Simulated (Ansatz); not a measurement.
Ansatz 0.2.0, settings compared: CaZn$_{2}$Re$_{2}$

The input file (Ansatz 0.2.0, plane waves):

```yaml
crystal:
  lattice:
    - [3.991065, 0.0, 0.0]
    - [-1.995533, 3.456365, 0.0]
    - [0.0, 0.0, 6.707794]
  atoms:
    - { symbol: Zn, position: [0.3333, 0.6667, 0.6307] }
    - { symbol: Zn, position: [0.6667, 0.3333, 0.3693] }
    - { symbol: Ca, position: [0.0, 0.0, 0.0] }
    - { symbol: Re, position: [0.3333, 0.6667, 0.2571] }
    - { symbol: Re, position: [0.6667, 0.3333, 0.7429] }
  symmetry: { tolerance: 0.0003 }
kpoints:
  mp_grid: { grid: [5, 5, 3], shift: [0, 0, 0] }
magnetization:
  spin_polarized: false
scf:
  occupations: { method: fermi_dirac }
hamiltonian:
  pseudopotentials: { kind: paw }
  xc: pbesol
basis:
  ecutwfc: 420
output:
  forces: true
  stress: true
  eigenvalues: true
```

Launch command:

```bash
ansatz run input.yaml --threads 1 --pin off --max-ram 2560MiB --backend cpu --events-out ev --progress --plain --runs-dir out
```

Origin of the cell: a known structure type with other elements, at an estimated volume, so it need not be a known compound.

The smearing width isn't typed, so it takes its default of 0.1 eV.

Output of this run (shortened):

```
SCF iter   1: F=—  HF=-29821.843480 eV  Δρ=5.09e-3  dr2=8.50e-2
SCF iter   2: F=—  HF=-29821.836395 eV  Δρ=3.12e-3  dr2=2.90e-2
SCF iter   3: F=—  HF=-29821.832068 eV  Δρ=1.06e-3  dr2=2.36e-3
SCF iter   4: F=—  HF=-29821.831625 eV  Δρ=5.83e-4  dr2=7.53e-4
SCF iter   5: F=—  HF=-29821.831528 eV  Δρ=3.51e-4  dr2=1.87e-4
SCF iter   6: F=—  HF=-29821.831478 eV  Δρ=1.20e-4  dr2=1.84e-5
SCF iter   7: F=—  HF=-29821.831424 eV  Δρ=2.78e-5  dr2=1.02e-6
SCF iter   8: F=—  HF=-29821.831424 eV  Δρ=1.22e-5  dr2=1.47e-7
SCF iter   9: F=-29821.831424 eV  HF=-29821.831424 eV  Δρ=4.57e-6  dr2=2.48e-8
SCF 1 converged in 9 iterations: F = -29821.831424 eV  dr2 = 2.48e-8
SCF converged after 9 iterations
Free energy (F): -29821.831424 eV
Harris-Foulkes:  -29821.831424 eV  (|F-HF|=1.18e-8)
Internal energy: -29821.539392 eV  (E = F + TS)
E sigma→0 (E₀):  -29821.685408 eV
Entropy (-TS):   -0.292033 eV (-58.407 meV/atom)
Fermi energy:    12.457136 eV
--- Per-component energies (eV) ---
  E_band       = -393.103319
  E_kinetic    = 1625.674055
  E_local      = -6559.454596  (includes V_loc(G=0)·N_el)
  E_nonlocal   = 1396.283855
  E_hartree    = 2575.988666
  E_xc         = -1208.200134
  E_vxc        = -881.816213  (∫ρ·V_xc dr)
  E_paw        = -21468.790586  (= ΣΔE_a)
  E_vpaw       = -1125.771214  (= ΣTr[D̂ρ^β])
  E_aug_tail   = -0.000816  (compensation charges beyond the density's cutoff)
  E_ewald      = -6185.219863
  E_core_change = 2.180027  (= ΣΔE_core)
  E_smearing   = -0.292033  (= −TS)
  Σ components = -29821.831424   (vs F -29821.831424, Δ=0.00e0)
--- Forces (eV/Å), atoms counted from 1 ---
  atom   1  Zn     0.000000     0.000000    -0.160804
  atom   2  Zn    -0.000000     0.000000     0.160804
  atom   3  Ca    -0.000000     0.000000     0.000000
  atom   4  Re     0.000000    -0.000000    -0.889346
  atom   5  Re    -0.000000     0.000000     0.889346
  max |Σ_I F_I| component: 2.22e-16 eV/Å
--- Stress (GPa, compression-positive) ---
        7.692491       0.000000       0.000000
        0.000000       7.692491       0.000000
        0.000000       0.000000       6.168746
  P = ⅓ Tr σ = 7.1846 GPa (71.846 kbar)
```

The same input was run again with these changes:

1. `magnetization` { spin_polarized: false } → { spin_polarized: true } (starts: flip); `hamiltonian.hubbard` default → { sites: [{ species: Re, l: d, u_eff: 1.0 }], double_counting: fll }; typed moments: none
2. `scf.lower_state_search` default → "off"
3. `magnetization` { spin_polarized: false } → { spin_polarized: true } (starts: ferro); typed moments: Zn1 2, Zn2 2, Ca3 3, Re4 1, Re5 3
4. `scf.occupations.width` default → 0.15

```
 run        end  SCF iterations  P (GPa)  max force component (eV/Å)  moment (μB)  ΔE(σ→0) (meV/atom)
base  converged               9     7.18                       0.889            –                   0
   1  converged              14    10.31                       0.136         4.25                   –
   2  converged               9     7.18                       0.889            –                0.00
   3  converged              16     9.21                       0.344         3.62              -27.22
   4  converged               9     7.49                       0.791            –               -3.97
```

Energies are compared only where functional, datasets, charge and starting cell are the same.

Caveats of the base run: no moments, though an odd count or open d shells may carry them; no spin-orbit coupling, though heavy elements are present; the k mesh is coarse if the cell is a metal.

Run 1: one start, so the magnetic state may not be the lowest; spin is on but no moment was typed.
Run 3: one start, so the magnetic state may not be the lowest.

The base run ran for 1.8 s on 1 thread of Intel(R) Xeon(R) 6975P-C (Granite Rapids), on a shared host, peak memory 0.42 GiB, from the program's own first density.
